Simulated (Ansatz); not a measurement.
# Structures of V$_{3}$F: which is lowest?

Plane-wave DFT in Ansatz with scalar-relativistic PAW potentials, cutoff 420 eV, Γ-centred meshes chosen by cell and gap, Gaussian smearing with energies taken to zero width. Every cell was relaxed (cell and atoms) in a run of its own, within the symmetry of its start. Functional: PBE.

Relaxed structures (starts from databases or built by putting these elements on another compound's sites):
A. Pm-3m, 4 atoms in the computed cell, a = 3.717 Å; sites (symmetry × multiplicity) V 4/mm.m × 3, F m-3m × 1; start: built
B. P6_3/mmc, 8 atoms in the computed cell, a = 5.363 Å, c = 4.297 Å; sites (symmetry × multiplicity) V mm2 × 6, F -6m2 × 2; start: built

**Question.** Rank them by energy. Could pressure change the order?

**Answer.**
```csv
structure,group,E − E(lowest) (meV/atom),V (Å³/atom),gap on mesh (eV)
B,P6_3/mmc,0.0,13.38,0.00
A,Pm-3m,54,12.84,0.00
```

B is lowest, 54 meV/atom under A. A is denser by 0.54 Å³/atom, so pressure favours it: ΔE/ΔV, with ΔE in eV and 1 eV/Å³ = 160.2 GPa, gives about 16 GPa for equal enthalpy if both cells were rigid; at such pressures compression changes ΔV much, so this is a scale only. Other structures may lie lower than all of these, and vibrations aren't counted.

Spin polarisation was left out, and a magnetic state may lie lower.